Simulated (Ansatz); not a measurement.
BN:
```
BN
1.0
    0.00000     1.80440     1.80440
    1.80440     0.00000     1.80440
    1.80440     1.80440     0.00000
B N
1 1
Cartesian
  0.00000   0.00000   0.00000
  0.90220   0.90220   0.90220
```

Tensor components refer to the Cartesian frame of this cell.

Q: Give the proper piezoelectric stress tensor with relaxed ions from r²SCAN in the plane-wave PAW code Ansatz.

A: In C/m², rows x, y, z, Voigt columns; mesh uncertainty up to 0.00.
```
 0.00   0.00   0.00  -0.98   0.00   0.00
 0.00   0.00   0.00   0.00  -0.98   0.00
 0.00   0.00   0.00   0.00   0.00  -0.98
```

The elastic tensor of the same run (GPa):

```
824  175  175  0.0  0.0  0.0
175  824  175  0.0  0.0  0.0
175  175  824  0.0  0.0  0.0
0.0  0.0  0.0  467  0.0  0.0
0.0  0.0  0.0  0.0  467  0.0
0.0  0.0  0.0  0.0  0.0  467
```

Q: Convert to strain constants d = e·S.

A: In pC/N:
```
 0.0   0.0   0.0  -2.1   0.0   0.0
 0.0   0.0   0.0   0.0  -2.1   0.0
 0.0   0.0   0.0   0.0   0.0  -2.1
```

Space group F-43m (zinc blende). The cell was relaxed with r²SCAN under the symmetry of its start; phonons on a q-mesh show no instability.

Potentials: the earlier of the program's two PAW sets.
